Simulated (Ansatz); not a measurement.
## Step by step: CuAu, 15 steps of 1.5 fs from 800 K

All numbers below come from DFT, PBEsol, all-electron LAPW, scalar-relativistic in Ansatz 0.2.0.

Command: `ansatz run input.yaml --threads 2 --pin off --max-ram 4096MiB --backend cpu --events-out ev --progress --plain --runs-dir out` The run took 31 min on 2 threads of Arm Neoverse V2, with other jobs on the host, peak memory 1 GiB.

```yaml
crystal:
  lattice:
    - [5.6214989104, 0.0, 0.0]
    - [0.0, 2.8107494552, 0.0]
    - [0.0, 0.0, 3.685]
  atoms:
    - { symbol: Cu, position: [0.25, 0.5, 0.5] }
    - { symbol: Cu, position: [0.75, 0.5, 0.5] }
    - { symbol: Au, position: [0.0, 0.0, 0.0] }
    - { symbol: Au, position: [0.5, 0.0, 0.0] }
kpoints:
  mp_grid: { grid: [4, 7, 5] }
scf:
  occupations: { method: fermi_dirac, width: 0.08 }
hamiltonian:
  xc: pbesol
  pseudopotentials: { kind: all_electron, lapw: { basis_error: 0.001 } }
output:
  forces: true
  stress: true
md:
  timestep: 1.5
  n_steps: 15
  ensemble: nvt_langevin
  temperature: 800
  initial_velocities: maxwell_boltzmann
  seed: 625968
```

Spin–orbit coupling is left out, though it moves levels of the heavy atoms by tenths of an eV or more.

The geometry is COD entry 1510113, unchecked; take it as a test cell. It is an old determination, and later ones may differ.

Each frame lists Cartesian positions (Å) and forces (eV/Å). Free energies count from the first step, -1124161.3680 eV.

Step 0 (t = 0.0 fs): E = 0.0 meV, T = 600 K

```
Cu    1.4054    1.4054    1.8425     0.000   0.000   0.000
Cu    4.2161    1.4054    1.8425     0.000   0.000   0.000
Au    0.0000    0.0000    0.0000     0.000   0.000   0.000
Au    2.8107    0.0000    0.0000     0.000   0.000   0.000
```

Step 1 (t = 1.5 fs): E = +0.6 meV, T = 591 K

```
Cu    1.4035    1.4077    1.8330     0.011  -0.009   0.072
Cu    4.2199    1.4042    1.8404    -0.019   0.002   0.028
Au   -0.0027    0.0012    0.0029     0.046  -0.002  -0.054
Au    2.8130   -0.0023    0.0011    -0.038   0.009  -0.046
```

Step 2 (t = 3.0 fs): E = +2.6 meV, T = 723 K

```
Cu    1.4013    1.4105    1.8239     0.025  -0.021   0.138
Cu    4.2240    1.4026    1.8387    -0.039   0.005   0.052
Au   -0.0058    0.0024    0.0057     0.098  -0.003  -0.104
Au    2.8160   -0.0052    0.0021    -0.084   0.019  -0.086
```

Step 3 (t = 4.5 fs): E = +5.9 meV, T = 686 K

```
Cu    1.3987    1.4135    1.8151     0.041  -0.033   0.200
Cu    4.2289    1.4008    1.8372    -0.064   0.010   0.075
Au   -0.0091    0.0038    0.0084     0.157  -0.006  -0.153
Au    2.8194   -0.0080    0.0026    -0.135   0.029  -0.122
```

Step 4 (t = 6.0 fs): E = +10.3 meV, T = 616 K

```
Cu    1.3956    1.4160    1.8068     0.061  -0.042   0.255
Cu    4.2341    1.3993    1.8359    -0.090   0.015   0.094
Au   -0.0124    0.0055    0.0106     0.215  -0.010  -0.197
Au    2.8228   -0.0105    0.0028    -0.186   0.037  -0.152
```

Step 5 (t = 7.5 fs): E = +15.4 meV, T = 577 K

```
Cu    1.3922    1.4190    1.7989     0.081  -0.051   0.306
Cu    4.2388    1.3981    1.8351    -0.115   0.020   0.108
Au   -0.0157    0.0074    0.0124     0.270  -0.014  -0.237
Au    2.8261   -0.0128    0.0029    -0.235   0.046  -0.177
```

Step 6 (t = 9.0 fs): E = +21.5 meV, T = 603 K

```
Cu    1.3898    1.4225    1.7908     0.096  -0.062   0.355
Cu    4.2434    1.3961    1.8342    -0.141   0.028   0.124
Au   -0.0190    0.0097    0.0140     0.323  -0.020  -0.277
Au    2.8288   -0.0148    0.0027    -0.278   0.053  -0.202
```

Step 7 (t = 10.5 fs): E = +28.7 meV, T = 636 K

```
Cu    1.3879    1.4264    1.7822     0.109  -0.073   0.406
Cu    4.2482    1.3937    1.8331    -0.168   0.040   0.138
Au   -0.0226    0.0120    0.0156     0.376  -0.026  -0.318
Au    2.8313   -0.0168    0.0021    -0.318   0.059  -0.226
```

Step 8 (t = 12.0 fs): E = +36.5 meV, T = 561 K

```
Cu    1.3860    1.4306    1.7738     0.122  -0.086   0.451
Cu    4.2536    1.3916    1.8317    -0.199   0.049   0.152
Au   -0.0263    0.0137    0.0167     0.428  -0.030  -0.357
Au    2.8332   -0.0186    0.0010    -0.352   0.067  -0.247
```

Step 9 (t = 13.5 fs): E = +45.4 meV, T = 623 K

```
Cu    1.3836    1.4348    1.7658     0.137  -0.099   0.494
Cu    4.2593    1.3899    1.8298    -0.232   0.059   0.171
Au   -0.0299    0.0156    0.0178     0.480  -0.034  -0.397
Au    2.8352   -0.0204    0.0001    -0.385   0.074  -0.268
```

Step 10 (t = 15.0 fs): E = +55.4 meV, T = 544 K

```
Cu    1.3814    1.4382    1.7576     0.151  -0.109   0.540
Cu    4.2641    1.3889    1.8274    -0.262   0.065   0.196
Au   -0.0338    0.0174    0.0193     0.531  -0.038  -0.443
Au    2.8370   -0.0226   -0.0007    -0.419   0.083  -0.293
```

Step 11 (t = 16.5 fs): E = +65.1 meV, T = 378 K

```
Cu    1.3800    1.4408    1.7500     0.160  -0.119   0.583
Cu    4.2680    1.3886    1.8243    -0.289   0.067   0.227
Au   -0.0373    0.0186    0.0210     0.572  -0.040  -0.491
Au    2.8379   -0.0245   -0.0014    -0.443   0.091  -0.319
```

Step 12 (t = 18.0 fs): E = +74.5 meV, T = 358 K

```
Cu    1.3789    1.4426    1.7431     0.169  -0.125   0.622
Cu    4.2719    1.3874    1.8209    -0.315   0.073   0.260
Au   -0.0401    0.0193    0.0227     0.607  -0.043  -0.539
Au    2.8388   -0.0259   -0.0025    -0.462   0.095  -0.343
```

Step 13 (t = 19.5 fs):

```
Cu    1.3782    1.4426    1.7373
Cu    4.2760    1.3855    1.8171
Au   -0.0425    0.0201    0.0240
Au    2.8398   -0.0268   -0.0041
```

Step 14 (t = 21.0 fs): E = +90.4 meV, T = 259 K

```
Cu    1.3781    1.4403    1.7327     0.186  -0.117   0.673
Cu    4.2800    1.3840    1.8126    -0.366   0.092   0.329
Au   -0.0444    0.0208    0.0250     0.671  -0.064  -0.623
Au    2.8404   -0.0272   -0.0058    -0.491   0.090  -0.379
```

Step 15 (t = 22.5 fs): E = +96.5 meV, T = 220 K

```
Cu    1.3783    1.4366    1.7295     0.194  -0.105   0.686
Cu    4.2844    1.3831    1.8083    -0.392   0.097   0.363
Au   -0.0458    0.0210    0.0260     0.699  -0.075  -0.658
Au    2.8410   -0.0273   -0.0076    -0.501   0.083  -0.391
```

Task: Give the energy and forces of step 13.

Result: E = +83.0 meV, T = 269 K
```
Cu    1.3782    1.4426    1.7373     0.179  -0.125   0.652
Cu    4.2760    1.3855    1.8171    -0.341   0.083   0.293
Au   -0.0425    0.0201    0.0240     0.640  -0.052  -0.582
Au    2.8398   -0.0268   -0.0041    -0.479   0.095  -0.362
```

Task: What is the mean temperature over the last 8 frames?

Result: 401 K; so short a run of so small a cell isn't equilibrated.
